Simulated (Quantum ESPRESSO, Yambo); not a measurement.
## Levels of theory for the gap of CaHCl

CaHCl (space group P4/nmm, No. 129): one geometry, one set of PBEsol (Quantum ESPRESSO, PseudoDojo norm-conserving, 72 Ry, no spin-orbit coupling) orbitals, self-energies from Yambo (4×4×2 Γ-centred k mesh, 185 bands and a 8 Ry block in the screening, 185 bands in G with the Bruneval-Gonze terminator, plasmon pole fitted at 27.2 eV).

The geometry is that of Materials Project entry mp-23859, symmetrised and not relaxed again.

| level | gap Z → Z (eV) | rough Yambo cost |
|---|---|---|
| PBEsol (Quantum ESPRESSO) | 3.63 | – |
| exchange only (Hartree-Fock self-energy on PBEsol orbitals) | 11.72 | about 1/50 (12 states) |
| static COHSEX@PBEsol | 6.88 | within a factor of two (2 states) |
| G0W0@PBEsol, plasmon pole | 6.05 | 1 (12 states) |

Bare exchange has no screening and gives the widest gap; static COHSEX screens it but leaves out the frequency dependence, which G0W0 restores.

Costs are rough ratios of core time on shared machines.

Nearest settings tried, and what they do to the gap: 84 bands in W: -10 meV; 3 Ry block (59 vectors against 279): -197 meV. Not varied: bands in G, mesh. So the settings aren't converged at that level.
